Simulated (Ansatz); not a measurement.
With the program Ansatz at the PBE+D3(BJ) level (PAW), Ga in the α-Ga structure (Cmce) relaxes to a = 4.507 Å, b = 7.635 Å, c = 4.509 Å.

Electronic character: metallic (no gap).

Symmetry was held in the PBE+D3(BJ) relaxation. The pairwise dispersion correction was not fitted to metals. Axis ratios of metals converge slowly with the k-mesh, so a and c are less sure than the volume. Spin–orbit coupling is left out wherever it is not named.

Potentials: the later of the program's two PAW sets.
